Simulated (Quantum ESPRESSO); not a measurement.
AlN (changed cell): field gradients at the nuclei

```xyz
4
Lattice="3.1286 0.0000 0.0000 -1.5643 2.7094 0.0000 0.0000 0.0000 5.0170" Properties=species:S:1:pos:R:3 pbc="T T T"
Al     1.5643     0.9031     2.5049
Al     0.0000     1.8063     5.0134
N      1.5643     0.9031     4.4585
N      0.0000     1.8063     1.9500
```
The cell was made here from a computed Materials Project entry: N3 and its equivalents moved by 0.04 Å along (0.00, 0.00, 1.00), space group kept. The parent is AlN in P6₃mc. Stability against distortions was not tested.

Convention: |Vzz| is the largest principal value, η_Q = (Vxx − Vyy)/Vzz, |C_Q| = |eQVzz/h|. Cores are frozen. Against all-electron runs on small test molecules, this scheme's |Vzz| missed by −7 % on Al.

Quadrupole moments taken as inputs (sizes, barn, from the tables of PySCF and pymatgen): ²⁷Al 0.1466, ¹⁴N 0.0204.

Task: What do the calculations give at each independent site (field gradients by the PAW reconstruction of the field gradient on a scalar-relativistic PBE ground state (a modified build of Quantum ESPRESSO, JTH datasets), 25 Ha, k-mesh 8×8×5 through Γ)?

Result: 
```tsv
site	site symmetry	Vzz (a.u.)	η_Q	∣C_Q∣ (MHz)
Al (atoms 1, 2)	3m	0.138	0.00	4.74 (²⁷Al)
N (atoms 3, 4)	3m	under 0.02	–	under 0.096 (¹⁴N)
```
